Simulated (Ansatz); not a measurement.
Cs6AlSb3: ¹²³Sb nuclear quadrupole resonance

Cell: a COD entry whose atoms were relaxed with PBE, the cell held.

```cif
data_Cs6AlSb3
_symmetry_space_group_name_H-M 'P2_1/m'
_symmetry_Int_Tables_number 11
_cell_length_a 10.8446
_cell_length_b 6.5069
_cell_length_c 12.7074
_cell_angle_alpha 90.000
_cell_angle_beta 100.950
_cell_angle_gamma 90.000
loop_
_atom_site_label
_atom_site_type_symbol
_atom_site_symmetry_multiplicity
_atom_site_Wyckoff_symbol
_atom_site_fract_x
_atom_site_fract_y
_atom_site_fract_z
Cs1 Cs 2 e 0.6195 0.2500 0.1748
Cs3 Cs 2 e 0.2549 0.2500 0.2831
Cs5 Cs 2 e 0.9575 0.2500 0.4223
Cs7 Cs 2 e 0.5978 0.2500 0.8653
Cs9 Cs 2 e 0.6311 0.2500 0.5186
Cs11 Cs 2 e 0.9470 0.2500 0.0521
Al Al 2 e 0.8248 0.7500 0.2209
Sb15 Sb 2 e 0.6885 0.7500 0.3764
Sb17 Sb 2 e 0.0720 0.7500 0.2683
Sb19 Sb 2 e 0.7124 0.7500 0.0173
```

One atom of each set is listed.

The numbers come from a DFT calculation in Ansatz (PBE, plane waves and PAW, scalar-relativistic, 420 eV cutoff, Γ-centred 3×5×3 k-points, Fermi–Dirac smearing 0.02 eV).

¹²³Sb: I = 7/2, Q = -692.0 mb (year-2017 value). Static lattice, zero field.

**Question.** At which frequencies do the ¹²³Sb NQR lines lie?

**Answer.** For I = 7/2 and η = 0 the lines are |C_Q|/14 times 1, 2 and 3; η shifts the lowest up most. At large η the states mix, and weaker lines appear at sums of the main ones; lines under 5 % of the strongest are left out.

| site | atoms | V_zz (10²¹ V/m²) | C_Q (MHz) | η | line frequencies (MHz) |
| --- | --- | --- | --- | --- | --- |
| Sb15 | 2 | 11.36 | -190 | 0.87 | 25.0, 32.8, 37.5 |
| Sb17 | 2 | -13.74 | 230 | 0.61 | 30.0, 30.9, 47.3, 60.8 |
| Sb19 | 2 | -14.49 | 243 | 0.89 | 31.9, 42.4, 47.6 |

**Question.** And for ¹²¹Sb (I = 5/2, Q = -543.0 mb) on Sb19?

**Answer.** C_Q scales with Q to 190 MHz, with lines at 46.6, 51.3, 97.9 MHz.

Without spin–orbit coupling (the program notes it for Sb) the gradients can shift somewhat, as the gap is small. With these PAW files V_zz is typically within 2 to 3 % of all-electron values, but misses above 10 % occur on Sb.

The relaxation (3 steps) took 3.3 min of wall time (3.3 min of CPU time) and 2 GiB at its peak, on 1 thread of Intel Xeon 6975P-C (Granite Rapids) (x86_64; 24 cores open to the job, memory cap 3.0 GiB, no GPU), a shared host with a load of 0.6 a core.
